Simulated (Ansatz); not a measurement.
**A sublattice moved along a line in ScBPt3**

All numbers below come from DFT PBE, scalar-relativistic, plane waves, PAW in Ansatz 0.2.0. Settings: plane waves to 420 eV, k-mesh 12×12×12 (Γ-centred), Gaussian smearing 0.15 eV. Spin–orbit coupling is left out, which can shift energies with elements as heavy as these. No spin polarisation. Energies are free energies at this smearing, counted from the undisturbed cell; pressure is positive in compression.

Zero of the scan (relaxed at this level; it needn't be the usual structure):

```
Sc B Pt
1.0
     4.25454    0.00000    0.00000
     0.00000    4.25454    0.00000
     0.00000    0.00000    4.25454
Sc B Pt
1 1 3
Direct
  0.00000 0.00000 0.00000
  0.50000 0.50000 0.50000
  0.00000 0.50000 0.50000
  0.50000 0.50000 0.00000
  0.50000 0.00000 0.50000
```

Every Sc atom is moved by x along the Cartesian unit vector (0.707, -0.707, 0.000); the cell and all other atoms stay fixed. The cell is metallic on the mesh throughout.

| x (Å) | ΔE (meV/cell) | force along x on the moved atoms (eV/Å) | pressure (GPa) |
| --- | --- | --- | --- |
| -0.2000 | 49.6 | 0.52 | 0.8 |
| -0.1000 | 12.0 | 0.24 | 0.2 |
| 0.0000 | 0.0 | 0.00 | 0.0 |
| 0.1500 | 27.3 | -0.37 | 0.5 |

Cost: 4 runs of about 3.7 core-minutes in all, on Arm Neoverse V1 (shared hosts).